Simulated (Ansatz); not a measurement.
A distorted cell of NaI (rock salt):

```yaml
crystal:
  lattice:
    - [0.00000, 6.52904, 6.52904]
    - [3.26452, 3.26452, 6.52904]
    - [3.26452, 3.26452, 0.00000]
  atoms:
    - { symbol: I, position: [0.00000, 0.99490, 0.00510] }
    - { symbol: I, position: [0.50000, 0.00510, 0.99490] }
    - { symbol: Na, position: [0.00000, 0.49510, 0.50490] }
    - { symbol: Na, position: [0.50000, 0.50490, 0.49510] }
```

Calculation: PBE (plane waves to 420 eV, PAW, scalar-relativistic; Ansatz, an electronic-structure program). k mesh 9×9×9 (Γ-centred), Fermi-Dirac smearing 0.05 eV. Compression counts positive. NaI was relaxed with its symmetry unable to fall. Spin-orbit coupling is left out, though I is heavy.

**Question.** Predict the force on every atom, in eV/Å.

**Answer.** 
| atom | Fx | Fy | Fz |
|---|---|---|---|
| I1 | 0.000 | 0.000 | 0.056 |
| I2 | 0.000 | 0.000 | -0.056 |
| Na3 | 0.000 | 0.000 | 0.010 |
| Na4 | 0.000 | 0.000 | -0.010 |

(A displaced cell: forces are minus the slopes of the energy, force constants its curvatures, and phonons follow from these.)
